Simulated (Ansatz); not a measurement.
**GaN: reading a single point**

```
Ga N
1.0
     3.12155    0.00000    0.00000
    -1.56078    2.70335    0.00000
     0.00000    0.00000    5.08517
Ga N
2 2
Direct
  0.66670 0.33330 0.00000
  0.33340 0.66670 0.50000
  0.66670 0.33330 0.37700
  0.33340 0.66670 0.87700
```

The numbers come from plane-wave PAW DFT (Ansatz): r2SCAN, no spin polarisation, 500 eV, 9×9×5 Γ-centred k points, tetrahedron occupations. Nothing was relaxed.

Question: Are the atoms at rest?

Answer: Nearly at rest: the largest force is 0.033 eV/Å.

Question: What is the formation energy?

Answer: -0.63 eV an atom against the elements' usual phases (free molecules for gases, crystals otherwise, with no correction for O₂ or N₂), so it is bound against them; other compounds may still compete. Relaxing would lower it.

Question: Is there a gap, and of what kind?

Answer: The gap is 2.76 eV, direct at the points sampled. A semilocal functional usually gives too small a gap.

Question: What does the stress say?

Answer: The pressure is 13.0 GPa (compression positive), so with the atoms held at these fractions the cell would first expand.

Question: Describe some of the short contacts.

Answer: Ga–N at 1.91 Å: least valence density 0.78 e/Å³ and ELF 0.40 there. Both are smooth PAW fields, read partly inside the augmentation spheres.

Question: Which element gives electrons and which takes them?

Answer: Bader charges in e: Ga +1.68, N -1.68. In the mean Ga gives up most and N takes most.

Origin: a database entry at a rescaled volume. Caveats: empty levels are not fully converged; atoms or cell far from equilibrium; forces and stress under tetrahedra may miss the slope of the energy.

Run time, from a saved density: 54 s on 1 thread of Intel(R) Xeon(R) Platinum 8375C CPU @ 2.90GHz (Ice Lake), with other jobs on the host, peak memory 0.51 GiB. The time holds forces, stress, Bader, DOS, bands, ELF.
